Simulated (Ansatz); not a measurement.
Relaxed-ion elastic tensor of TaAl (CsCl type, Pm-3m) in GPa (Voigt order), the program Ansatz at the PBEsol level (PAW); density 10.58 g/cm³, 16.32 Å³ per atom.

```
 2.2   242   242   0.0   0.0   0.0
 242   2.2   242   0.0   0.0   0.0
 242   242   2.2   0.0   0.0   0.0
 0.0   0.0   0.0  54.5   0.0   0.0
 0.0   0.0   0.0   0.0  54.5   0.0
 0.0   0.0   0.0   0.0   0.0  54.5
```

Q: Is the crystal mechanically stable?

A: No: the smallest eigenvalue of C is -239 GPa.

The start of the workflow was typed in or built on a structure type; neither database checked (COD, Materials Project) lists it. Whether it is the stable phase at ambient conditions was not checked. Symmetry was held in the PBEsol relaxation. At this level the phase is mechanically unstable. The run is not spin-polarised. As this level gives no gap, shear constants depend on the k-mesh and smearing (Fermi–Dirac, 0.1 eV here). Spin–orbit coupling is left out wherever it is not named.

Potentials: the later of the program's two PAW sets.
